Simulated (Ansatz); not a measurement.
# Be (diamond): energy against volume

The calculation used DFT, PBEsol, plane waves (420 eV) with PAW, scalar-relativistic (Ansatz 0.2.0). (PAW data from PBE, frozen cores regenerated.)

The cell is scaled uniformly from the relaxed one, with fractional coordinates and shape fixed. Energies are extrapolated to zero smearing, pressures are those at the given smearing. Magnetic state: spin not included.

A Birch-Murnaghan fit gives V₀ = 14.46 Å³/atom, B₀ = 46 GPa, B₀′ = 3.4.

Problem. What are the energy above the minimum and the pressure at 15.064 Å³/atom?

Solution. 3.4 meV/atom and -1.69 GPa as computed.

Problem. What are the energy above the minimum and the pressure at 15.644 Å³/atom?

Solution. 12.4 meV/atom and -3.09 GPa as computed.

Problem. What are the energy above the minimum and the pressure at 16.223 Å³/atom?

Solution. 25.9 meV/atom and -4.26 GPa as computed.
